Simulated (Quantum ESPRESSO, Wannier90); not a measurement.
## Wannierisation of SiS₂ (Ibam)

```
begin unit_cell_cart
ang
    0.0000000000    0.0000000000    5.5487100000
    5.7493800000    0.0000000000    0.0000000000
   -2.8746900000    4.9104500000   -2.7743550000
end unit_cell_cart
begin atoms_frac
Si  -0.2500000000  0.0000000000  0.0000000000
Si   0.2500000000  0.0000000000  0.0000000000
S   -0.1152500000 -0.3166900000 -0.2305000000
S    0.1152500000  0.3166900000  0.2305000000
S   -0.3847500000 -0.0861900000  0.2305000000
S    0.3847500000  0.0861900000 -0.2305000000
end atoms_frac
```

Structure: Materials Project mp-1602, symmetrised, not relaxed again. COD (Crystallography Open Database) has the formula in 2 space groups, this one among them (matched by group alone). Computed values, not measurements, from LDA: Quantum ESPRESSO (norm-conserving PseudoDojo potentials, cutoff 44 Ry, no spin polarisation, no spin-orbit coupling) on a Γ-centred 6×6×6 mesh, then Wannier90. Density: 6×6×6 mesh, cold smearing 0.01 Ry. The cell is built of weakly bound layers, chains or molecules, whose nearest atoms lie 3.87 Å apart. Database cells relaxed without dispersion often hold them too far apart, which can enlarge gaps and weakens couplings between them; spacing and stacking were not compared with the measured crystal.

Bands 1-16 form an isolated set from -14.59 to 0.00 eV relative to the valence-band maximum (on the path) and are turned into 16 Wannier functions by minimising the spread from the start: SCDM (isolated).

Centres (Cartesian, Å; one of the equivalent choices) and spreads:

```
n        x       y       z  spread (Å²)  nearest atom
--  ------  ------  ------  -----------  ------------
1    0.716  -0.715   2.213        1.238            S6
2   -0.716  -0.715  -0.561        1.238            S3
3    0.717   0.715  -0.561        1.238            S4
4   -0.715   0.716  -3.336        1.238            S5
5   -1.488  -0.902   0.000        1.436            S3
6   -1.485   0.897  -2.774        1.440            S5
7    1.488  -0.902   2.774        1.436            S6
8    0.717   0.715   0.561        1.238            S4
9   -0.715   0.716  -2.213        1.238            S5
10   1.488   0.903   0.000        1.435            S4
11   0.716  -0.715   3.336        1.238            S6
12  -0.716  -0.715   0.561        1.238            S3
13   0.974   1.496   0.000        1.422            S4
14  -0.975  -1.496   0.000        1.421            S3
15   0.975  -1.496   2.774        1.421            S6
16  -0.980   1.499  -2.774        1.417            S5
```

Ω_I = 18.30 Å², Ω_total = 21.33 Å²; the interpolated bands follow pw.x to 0.1 meV rms on the path. It is the lowest total spread that any start reached here.
